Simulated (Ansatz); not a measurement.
Task: Name crystals whose computed values (DFT-PBEsol in the program Ansatz with PAW potentials) fall in these windows: ε0 8.8 to 11; Θ_D (K) 320 to 410; highest Γ mode, no LO–TO term (cm⁻¹) 370 to 510.

Result: 

| crystal | ε0 | Θ_D (K) | highest Γ mode, no LO–TO term (cm⁻¹) |
|---|---|---|---|
| MnF2, Pbcn (Mn on 4c, F on 8d) | 9.93 | 346 | 450 |
Others may fit too.

Spin orders computed, not proven ground states: MnF2, Pbcn (Mn on 4c, F on 8d) antiferromagnetic. Standing as an ambient phase not checked: MnF2, Pbcn (Mn on 4c, F on 8d). The cell was relaxed under the symmetry of its start. Cells of antiferromagnets are given as chemical subcells. No Hubbard U is applied.

Potentials: the earlier of the program's two PAW sets. The files were generated under PBE; for other functionals the program regenerates the frozen cores, and for LDA and PBEsol the local potential too.
